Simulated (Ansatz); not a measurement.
A trial cell of Ni2N, before relaxation:

```cif
data_structure
_symmetry_space_group_name_H-M 'P4/mmm'
_symmetry_Int_Tables_number 123
_cell_length_a 3.4535
_cell_length_b 3.4535
_cell_length_c 3.0177
_cell_angle_alpha 90.000
_cell_angle_beta 90.000
_cell_angle_gamma 90.000
_cell_volume 35.99
loop_
_atom_site_label
_atom_site_type_symbol
_atom_site_symmetry_multiplicity
_atom_site_Wyckoff_symbol
_atom_site_fract_x
_atom_site_fract_y
_atom_site_fract_z
_atom_site_occupancy
Ni1 Ni 2 f 0.00000 0.50000 0.00000 1
N1 N 1 a 0.00000 0.00000 0.00000 1
```

The calculation used DFT PBE, scalar-relativistic, plane waves, PAW in Ansatz 0.2.0. Cutoff 420 eV, Gaussian smearing, Γ-centred meshes. Cell and atoms relax first on a coarse mesh and then on a finer one. In between, the cell is made exact in the group found at 0.06 Å. In metals the finer mesh still leaves noise of several meV/atom or more. The steps can't lower the symmetry of their start. Collinear spin, starting moments Ni 2.0 (×2) μB; they died out on the coarse mesh, so the last step has no spin.

A guess keeps its type if space group and coordination stay and the shape of the cell changes little (axis ratios within about 15 %, angles within 6°); the volume may change.

Problem. Does it keep its structure type, or change into something else?

Solution. It keeps its type. The symmetry stays P4/mmm (No. 123). The volume per atom shrinks by 2.0 %, from 12.0 to 11.8 Å³. The shortest distance goes from 1.73 Å (Ni–N) to 1.79 Å (Ni–N). The ratio c/a of the conventional cell changes by a factor of 0.88. Counting neighbours within 15 % of an atom's shortest distance, the start has N 4, Ni 2 and the end N 4, Ni 2.

The zero of energy is the elements' standard structures at the same level (N₂ as a molecule); no fitted shifts are applied.

Problem. At what energy does it end?

Solution. +0.37 eV/atom. The separate elements lie lower, so it is unstable against them.

The last run used a 14×14×16 mesh (in the run's order of axes) for its 3-atom cell and Gaussian smearing of 0.10 eV. Trial moments died out on the coarse mesh, so the last step has no spin; another magnetic start might hold. A structure relaxed within its symmetry needn't be a true minimum.
